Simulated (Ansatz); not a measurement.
An Ansatz (an electronic-structure program) run. Input:

Ansatz 0.2 input:
```yaml
crystal:
  lattice:
    - [3.3273141339, 4.4337856213, 0.0]
    - [-3.3273141339, 4.4337856213, 0.0]
    - [-1.0387655941, 0.0, 4.8505830886]
  atoms:
    - { symbol: In, position: [0.6929623506, 0.6929623506, 0.0] }
    - { symbol: In, position: [0.3070376494, 0.3070376494, 0.0] }
    - { symbol: Ge, position: [0.7631183722, 0.2368816278, 0.5942637152] }
    - { symbol: Ge, position: [0.2368816278, 0.7631183722, 0.4057362848] }
    - { symbol: O, position: [0.0738485938, 0.5927027101, 0.2118495277] }
    - { symbol: O, position: [0.9261514062, 0.4072972899, 0.7881504723] }
    - { symbol: O, position: [0.5927027101, 0.0738485938, 0.7881504723] }
    - { symbol: O, position: [0.4072972899, 0.9261514062, 0.2118495277] }
    - { symbol: O, position: [0.0, 0.0, 0.5] }
    - { symbol: O, position: [0.4130755257, 0.5869244743, 0.7266374379] }
    - { symbol: O, position: [0.5869244743, 0.4130755257, 0.2733625621] }
kpoints:
  mp_grid: { grid: [4, 4, 6] }
hamiltonian:
  xc: pbesol
  pseudopotentials: { kind: paw }
scf:
  occupations: { method: fixed }
phonons:
  method: dfpt
  response_accuracy: low
  qmesh: [2, 2, 2]
  interpolated_qmesh: [10, 10, 11]
  dielectric: true
  rigid_motions: translations
  temperatures: { t_max: 1000, t_step: 50 }
  qpath:
    path:
      - [[0.0, 0.0, 0.0], [0.5, 0.5, 0.0], [0.5, 0.5, 0.5], [0.0, 0.0, 0.5], [0.0, 0.0, 0.0]]  # Γ-Y-M-A-Γ
      - [[0.0, 0.5, 0.5], [0.0, 0.0, 0.0], [0.0, 0.5, 0.0]]  # L_2-Γ-V_2
    npoints: 13
```

Output (shortened):

```
WARN phonons: the dynamical matrix that this run interpolates holds no multipole term above the dipole-dipole one, and a site of this crystal is no centre of …
Pseudopotential: In, paw, valence charge 13
Pseudopotential: Ge, paw, valence charge 14
Pseudopotential: O, paw, valence charge 6
Functional definition: PBEsol
Crystal: 11 atoms, lattice volume = 143.117 Å³
Basis set: ecut = 420 eV, 2783 PW (Γ), exchange–correlation on 80×80×72 points (8 copies of the dense FFT grid, shifted against one another)
Bands: 59, of which v1, the nominal top of the filled ones, is band 48 counted from 1 (47 counted from 0)
Symmetry: 4 space group operations
k-points: 52 of 96 (irreducible under 1 space group operation, time reversal used)
SCF 1 converged in 12 iterations: F = -23484.285597 eV  dr2 = 2.28e-11
── the response to a field inside a basis, on 6×6×8 k-points: an SCF that follows is theirs, and a resumed run solves both again ──
Crystal: 11 atoms, lattice volume = 143.117 Å³
Bands: 49, of which v1, the nominal top of the filled ones, is band 48 counted from 1 (47 counted from 0)
k-points: 84 of 288
SCF 1 converged in 5 iterations: F = -23484.070452 eV  dr2 = 6.97e-8
WARN: field response: ε∞ stands inside a basis, on 6×6×8 points …
WARN: phonon interpolation: 8 periodic images of 8 blocks of the force constants (a block to an ordered pair of atoms and a translation) lie up to 5.55e-3 Å …
WARN: on the 10×10×11 q-mesh 311 entries of the irreducible table, 1.022e0 modes per cell, the lowest at -74.11 cm⁻¹, stand at or below zero and are read as no …
SCF converged after 12 iterations
Free energy (F): -23484.285597 eV
Harris-Foulkes:  -23484.285597 eV  (|F-HF|=1.82e-11)
Internal energy: -23484.285597 eV  (E = F + TS)
E sigma→0 (E₀):  -23484.285597 eV
Fermi energy:    6.359841 eV
--- Per-component energies (eV) ---
  E_band       = -436.491384
  E_kinetic    = 1939.071862
  E_local      = -10076.357378  (includes V_loc(G=0)·N_el)
  E_nonlocal   = 1939.920526
  E_hartree    = 4130.286889
  E_xc         = -1078.995077
  E_vxc        = -974.867025  (∫ρ·V_xc dr)
  E_paw        = -13220.574129  (= ΣΔE_a)
  E_vpaw       = -1524.851152  (= ΣTr[D̂ρ^β])
  E_aug_tail   = 0.017720  (compensation charges beyond the density's cutoff)
  E_ewald      = -7120.210705
  E_core_change = 2.554693  (= ΣΔE_core)
  E_smearing   =  0.000000  (= −TS)
  E_closure    = 0.000000  (closes the sum)
  Σ components = -23484.285597   (vs F -23484.285597, Δ=0.00e0)
--- Band table (eV; the first three rows and the last of 52) ---
  k-point 0: bands = ["-16.9745", "-16.8365", "-16.8082", "-16.8039", "-16.8022", "-16.8003", "-16.6060", "-16.5924", "-16.5834", "-16.5787", "-12.2143", "-10.7999", "-10.3753", "-10.3210", "-10.1951", "-10.1216", "-10.0080", "-5.7852", "-5.6983", "-5.6617", …
  k-point 1: bands = ["-16.9743", "-16.8368", "-16.8081", "-16.8044", "-16.8019", "-16.8013", "-16.6059", "-16.5924", "-16.5832", "-16.5785", "-12.1452", "-10.8482", "-10.3630", "-10.3505", "-10.2948", "-10.1365", "-9.9271", "-5.7762", "-5.7055", "-5.6599", …
  k-point 2: bands = ["-16.9739", "-16.8372", "-16.8078", "-16.8051", "-16.8031", "-16.8014", "-16.6058", "-16.5924", "-16.5829", "-16.5783", "-11.9703", "-10.9988", "-10.5305", "-10.3318", "-10.2647", "-10.1730", "-9.8545", "-5.7840", "-5.7393", "-5.6732", …
  k-point 51: bands = ["-16.9735", "-16.8386", "-16.8070", "-16.8069", "-16.8035", "-16.8015", "-16.6053", "-16.5927", "-16.5829", "-16.5779", "-11.8833", "-10.9773", "-10.4986", "-10.4543", "-10.1655", "-10.1001", "-10.0027", "-5.7671", "-5.7663", "-5.7556", …
--- Phonons (Γ-DFPT): 15 representative perturbations + reference, on 52 of 96 k-points (Σ response iterations 53) ---
  ASR residual: 2.550e-4 → 0.000e0 eV/Å²; symmetrization residual: 6.810e-5 eV/Å²
  ASR residual per site (eV/Å²): 9.32e-5 9.32e-5 1.54e-4 1.54e-4 1.77e-4 1.77e-4 1.77e-4 1.77e-4 2.55e-4 1.13e-4 1.13e-4
  Γ frequencies (cm⁻¹): -65.48 0.00 0.00 0.00 31.00 110.11 126.67 147.69 152.80 169.95 178.34 205.19 249.59 257.40 263.24 285.80 291.33 294.23 322.36 360.60 381.32 398.89 452.88 473.42 487.87 518.36 685.79 694.73 710.88 761.26 772.85 789.66 978.33
  ε∞ (high-frequency dielectric tensor):
        4.190132     0.000000    -0.000409
        0.000000     3.923834     0.000000
       -0.000409     0.000000     3.879002
  ε⁰ (static dielectric tensor): not given — an optical mode at Γ is not stable, and the ionic part, a sum over the modes at Γ, is formed only where all of …
  softest optical mode at Γ: -65.48 cm⁻¹; the repairs (sum rule, projections) moved no ω² at Γ by more than (6.76 cm⁻¹)²
  Born effective charges Z* (e; rows j = field, columns β = displacement):
    site 0:
         3.59657    0.00000   -0.02469
         0.00000    3.46800    0.00000
         0.04690    0.00000    3.17111
    site 1:
         3.59657    0.00000   -0.02469
         0.00000    3.46800    0.00000
         0.04690    0.00000    3.17111
    site 2:
         4.04480    0.00000   -0.09806
         0.00000    3.35454    0.00000
        -0.20640    0.00000    3.63339
    site 3:
         4.04480    0.00000   -0.09806
         0.00000    3.35454    0.00000
        -0.20640    0.00000    3.63339
    site 4:
        -1.96750   -0.15246    0.09260
        -0.16970   -2.20353   -0.74988
         0.11252   -0.73181   -1.76999
    site 5:
        -1.96750   -0.15246    0.09260
        -0.16970   -2.20353   -0.74988
         0.11252   -0.73181   -1.76999
    site 6:
        -1.96750    0.15246    0.09260
         0.16970   -2.20353    0.74988
         0.11252    0.73181   -1.76999
    site 7:
        -1.96750    0.15246    0.09260
         0.16970   -2.20353    0.74988
         0.11252    0.73181   -1.76999
    site 8:
        -3.61079    0.00000    0.68615
         0.00000   -1.16319    0.00000
         0.76991    0.00000   -1.41393
    site 9:
        -1.90098    0.00000   -0.40551
         0.00000   -1.83389    0.00000
        -0.45049    0.00000   -2.55756
    site 10:
        -1.90098    0.00000   -0.40551
         0.00000   -1.83389    0.00000
        -0.45049    0.00000   -2.55756
  Z* charge neutrality: 2.158e-2 e pre-enforcement
  solved inside a basis spanned on kpoints, on 6×6×8 k-points, its susceptibility summed on 8×8×8: ε∞ is read to err by 2.2e-2, Z* by 2.4e-2 e (field_mesh …
  optical modes at Γ without the LO–TO term, one row a degenerate level:
      ω (cm⁻¹)  modes    IR ((D/Å)²/amu)
        -65.48      1             4.0603
         31.00      1             2.3407
        110.11      1             0.0000
        126.67      1             0.0000
        147.69      1             1.6221
        152.80      1             0.0000
        169.95      1             0.0000
        178.34      1             2.6735
        205.19      1            18.9510
        249.59      1             7.1043
        257.40      1             0.0000
        263.24      1             0.0485
        285.80      1             0.0000
        291.33      1             2.3083
        294.23      1             0.0000
        322.36      1             0.0000
        360.60      1             0.0000
        381.32      1             0.0000
        398.89      1            14.1486
        452.88      1            28.5269
        473.42      1             0.0000
        487.87      1             0.0000
        518.36      1             6.0626
        685.79      1            40.8069
        694.73      1            29.7753
        710.88      1             3.5181
        761.26      1             0.0000
        772.85      1             0.0000
        789.66      1             0.0000
        978.33      1            18.4646
  optical modes at Γ + LO–TO along q̂ = [1.0000, 0.0000, 0.0000]:
      ω (cm⁻¹)  modes    IR ((D/Å)²/amu)
         31.00      1             2.3407
         33.05      1             1.3238
        110.11      1             0.0000
        126.67      1             0.0000
        148.83      1             0.8631
        152.80      1             0.0000
        169.95      1             0.0000
        178.34      1             2.6735
        221.01      1            15.0995
        257.40      1             0.0000
        263.24      1             0.0485
        271.12      1             1.1710
        285.80      1             0.0000
        294.23      1             0.0000
        307.02      1             2.3147
        322.36      1             0.0000
        360.60      1             0.0000
        381.32      1             0.0000
        398.89      1            14.1486
        473.42      1             0.0000
        487.87      1             0.0000
        518.36      1             6.0626
        557.53      1            27.3768
        691.24      1            38.2054
        694.73      1            29.7753
        725.34      1            10.8368
        761.26      1             0.0000
        772.85      1             0.0000
        789.66      1             0.0000
       1016.68      1            28.1713
  optical modes at Γ + LO–TO along q̂ = [0.0000, 1.0000, 0.0000]:
      ω (cm⁻¹)  modes    IR ((D/Å)²/amu)
        -65.48      1             4.0603
         72.65      1             0.5324
        110.11      1             0.0000
        126.67      1             0.0000
        147.69      1             1.6221
        152.80      1             0.0000
        169.95      1             0.0000
        195.66      1             1.0404
        205.19      1            18.9510
        249.59      1             7.1043
        257.40      1             0.0000
        263.46      1             0.0192
        285.80      1             0.0000
        291.33      1             2.3083
        294.23      1             0.0000
        322.36      1             0.0000
        360.60      1             0.0000
        381.32      1             0.0000
        439.36      1             4.9951
        452.88      1            28.5269
        473.42      1             0.0000
        487.87      1             0.0000
        538.12      1             4.4424
        685.79      1            40.8069
        710.88      1             3.5181
        761.26      1             0.0000
        772.85      1             0.0000
        789.66      1             0.0000
        791.21      1            44.0197
        978.33      1            18.4646
  optical modes at Γ + LO–TO along q̂ = [0.0000, 0.0000, 1.0000]:
      ω (cm⁻¹)  modes    IR ((D/Å)²/amu)
        -63.63      1             4.2617
         31.00      1             2.3407
        110.11      1             0.0000
        126.67      1             0.0000
        151.91      1             0.0838
        152.80      1             0.0000
        169.95      1             0.0000
        178.34      1             2.6735
        242.38      1            11.3391
        257.40      1             0.0000
        263.24      1             0.0485
        285.80      1             0.0000
        290.53      1             3.5829
        294.23      1             0.0000
        298.61      1             7.0978
        322.36      1             0.0000
        360.60      1             0.0000
        381.32      1             0.0000
        398.89      1            14.1486
        452.90      1            28.4055
        473.42      1             0.0000
        487.87      1             0.0000
        518.36      1             6.0626
        694.73      1            29.7753
        710.64      1             3.8133
        761.26      1             0.0000
        772.85      1             0.0000
        789.66      1             0.0000
        796.29      1            46.6486
        983.69      1            20.1299
  non-analytic LO–TO correction: the dipole-dipole term of the run's Born effective charges and high-frequency dielectric tensor (where they are solved with …
--- Phonons (arbitrary-q DFPT): 6 irreducible q on the 2×2×2 mesh ---
  q = [0.0000, 0.0000, 0.0000] (star 1, of the zone-centre solve; hermiticity 1.97e-6, symmetrization 5.07e-7): -65.48  0.00  0.00 0.00 31.00 110.11 126.67 147.69 152.80 169.95 178.34 205.19 249.60 257.40 263.24 285.80 291.33 294.23 322.36 360.60 381.32 …
  q = [0.0000, 0.0000, -0.5000] (star 1, 15 solved perturbations in 564 linear systems a pass and spin channel, the states on 52 of 96 k-point pairs; hermiticity 1.61e-6, symmetrization 9.68e-14): -59.90 27.90 88.15 100.58 103.42 113.14 139.92 151.76 163.87 …
  q = [0.0000, -0.5000, 0.0000] (star 2, 18 solved perturbations on 52 of 96 k-point pairs; hermiticity 1.38e-6, symmetrization 2.77e-14): -49.60 48.07 54.89 86.64 95.55 118.61 142.22 142.58 155.55 166.65 190.43 217.21 218.83 252.62 277.38 278.80 295.93 …
  q = [0.0000, -0.5000, -0.5000] (star 2, 18 solved perturbations on 52 of 96 k-point pairs; hermiticity 1.70e-6, symmetrization 2.83e-14): -61.18 40.31 65.70 95.24 117.61 129.13 132.46 141.89 143.86 174.72 175.35 219.83 234.17 235.04 275.70 283.37 293.76 …
  q = [-0.5000, -0.5000, 0.0000] (star 1, 15 solved perturbations in 564 linear systems a pass and spin channel, the states on 52 of 96 k-point pairs; hermiticity 1.09e-6, symmetrization 1.19e-13): -54.41 77.40 96.99 100.81 111.40 111.67 125.76 148.21 149.52 …
  q = [-0.5000, -0.5000, -0.5000] (star 1, 15 solved perturbations in 564 linear systems a pass and spin channel, the states on 52 of 96 k-point pairs; hermiticity 1.19e-6, symmetrization 7.06e-14): -74.52 -19.29 64.78 114.28 116.82 119.20 119.82 130.17 …
  sum rule: each row above includes the acoustic sum rule's correction from the zone centre's row sums; it moved no ω² by more than (2.33 cm⁻¹)²
  mesh force constants: q→R imaginary residual 1.24e-17; ASR residual 2.550e-4 → 0.000e0 eV/Å²; symmetrization residual 4.441e-16 eV/Å²
  interpolated dispersion: 81 rows × 33 modes
  density of states and harmonic sums: on the 10×10×11 q-mesh, interpolated from the force constants of a 2×2×2 supercell (with the dipole–dipole term)
  largest difference from the sums on the solved wave vectors: F 1.15e-1 eV, S 1.57e-4 and C_V 4.06e-5 eV/K
  zero-point energy: 0.741220 eV/cell   skipped modes (ω ≤ 0): 314, of them read as no rigid motion or as one in doubt …
```

Cost: very roughly 50 core-minutes on shared cores.

Space group C2/m. The first step of the workflow began from a Materials Project structure, measured or hypothetical; the Crystallography Open Database files this formula in space group No. 12, but the cells were not matched. Whether it is the stable phase at ambient conditions was not checked. The cell was relaxed with PBEsol under the symmetry of its start. At this level the phase is dynamically unstable (imaginary phonons). Scalar-relativistic: spin–orbit coupling is off unless named, which matters more the heavier the elements.

Potentials: the later of the program's two PAW sets.

Ansatz is a plane-wave DFT program.
